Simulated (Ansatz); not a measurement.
Here is the system:

CsCaBr3:
```
CsCaBr3
1.0
    5.70826     0.00000     0.00000
    0.00000     5.70826     0.00000
    0.00000     0.00000     5.70826
Cs Ca Br
1 1 3
Direct
  0.00000   0.00000   0.00000
  0.50000   0.50000   0.50000
  0.50000   0.00000   0.50000
  0.00000   0.50000   0.50000
  0.50000   0.50000   0.00000
```

This is the r²SCAN-relaxed structure.

### Question
All from plane-wave PAW r²SCAN (Ansatz code), unless another level is named. Estimate the electron effective mass.

### Answer
0.34 mₑ (isotropic).

### Question
Next, the smallest direct gap on the standard path?

### Answer
5.46 eV.

### Question
And the band gap?

### Answer
5.20 eV (indirect).

### Question
Next, the valence-band maximum?

### Answer
at R.

Space group Pm-3m (cubic perovskite). The first step of the workflow began from a Materials Project structure, measured or hypothetical; the Crystallography Open Database copy checked does not list it. Its standing as an ambient phase is unchecked. The r²SCAN relaxation kept the symmetry of its start; phonons on a q-mesh show weakly imaginary modes. Spin–orbit coupling is left out wherever it is not named.

Potentials: the later of the program's two PAW sets.
